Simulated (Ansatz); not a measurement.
The relaxed structure here is a generated cell of Co: the first start was made by placing the elements on the sites of a structure type, and the end was not matched to a known phase here, so it may be hypothetical. Known forms of Co include space group No. 194.

A relaxed structure of Co. Space group Ia-3 (No. 206), AFLOW prototype A_cI16_206_c (as in Si). Calculation: PBE (plane waves to 420 eV, PAW, scalar-relativistic; Ansatz, a first-principles code).

```cif
data_Co8
_chemical_formula_sum 'Co8'
_space_group_name_H-M_alt 'P 1'
_space_group_IT_number 1
_cell_length_a 5.28900
_cell_length_b 5.28900
_cell_length_c 5.28900
_cell_angle_alpha 109.471
_cell_angle_beta 109.471
_cell_angle_gamma 109.471
loop_
_space_group_symop_operation_xyz
  'x, y, z'
loop_
_atom_site_label
_atom_site_type_symbol
_atom_site_fract_x
_atom_site_fract_y
_atom_site_fract_z
_atom_site_occupancy
Co1 Co 0.28650 0.28650 0.28650 1
Co2 Co 0.50000 0.00000 0.21350 1
Co3 Co 0.00000 0.21350 0.50000 1
Co4 Co 0.21350 0.50000 0.00000 1
Co5 Co 0.71350 0.71350 0.71350 1
Co6 Co 0.50000 0.00000 0.78650 1
Co7 Co 0.00000 0.78650 0.50000 1
Co8 Co 0.78650 0.50000 0.00000 1
```

Problem. Give the magnetic moment at the level PBE.

Solution. Net 1.73 μB/atom, ferromagnetic.

Spin state reached: ferromagnetic (net 1.73 μB/atom), from parallel starting moments; other spin orders were not run from this start.

The run could not lose the symmetry of its start: the end is stationary, and may be a saddle point rather than a minimum.
